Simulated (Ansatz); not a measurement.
Random displacements in Al$_{3}$Ni$_{5}$

Computed with Ansatz, DFT PBEsol, scalar-relativistic, plane waves, PAW. Settings: plane waves to 420 eV, k-mesh 8×8×10 (Γ-centred), Gaussian smearing 0.15 eV. No spin polarisation. A magnetic state may lie lower. Energies are free energies at this smearing, counted from the undisturbed cell; pressure is positive in compression.

Zero of the scan (relaxed at this level; it needn't be the usual structure):

```xyz
8
Lattice="3.2933 -3.6919 0.0000 3.2933 3.6919 0.0000 0.0000 0.0000 3.7204" Properties=species:S:1:pos:R:3 pbc="T T T"
Al    3.2933    0.0000    0.0000
Al    3.2933   -2.0652    1.8602
Al    3.2933    2.0652    1.8602
Ni    0.0000    0.0000    0.0000
Ni    1.6467    1.8460    0.0000
Ni    1.6467   -1.8460    0.0000
Ni    1.8195    0.0000    1.8602
Ni    4.7672    0.0000    1.8602
```

The atoms are displaced (Å, in the unstrained cell):

```tsv
atom	ux	uy	uz
Al1	-0.039	0.016	-0.004
Al2	0.026	0.004	-0.005
Al3	-0.011	-0.067	-0.009
Ni4	0.013	-0.012	-0.009
Ni5	0.037	-0.010	0.006
Ni6	0.019	0.039	0.026
Ni7	-0.059	0.017	0.000
Ni8	0.013	0.014	-0.006
```

Strain (Voigt, engineering shear): (0.0116, -0.0121, -0.0084, 0.0319, -0.0035, 0.0094).

What are the energy change, the stress and the forces?

ΔE = 16.1 meV/atom; stress (xx, yy, zz, yz, xz, xy; compression positive) (0.85, 3.75, 2.24, -3.89, 0.48, -1.74) GPa.
| atom | Fx (eV/Å) | Fy | Fz |
| --- | --- | --- | --- |
| Al1 | 0.52 | -0.27 | 0.04 |
| Al2 | -0.31 | 0.19 | 0.07 |
| Al3 | 0.13 | 0.59 | 0.10 |
| Ni4 | -0.20 | 0.15 | 0.06 |
| Ni5 | -0.48 | 0.32 | -0.15 |
| Ni6 | -0.08 | -0.45 | -0.24 |
| Ni7 | 0.33 | -0.39 | 0.02 |
| Ni8 | 0.09 | -0.14 | 0.09 |

Cost: 1 run of about 5.8 core-minutes, on Intel Xeon Processor @ 2.50GHz (Skylake/Cascade Lake) (shared hosts).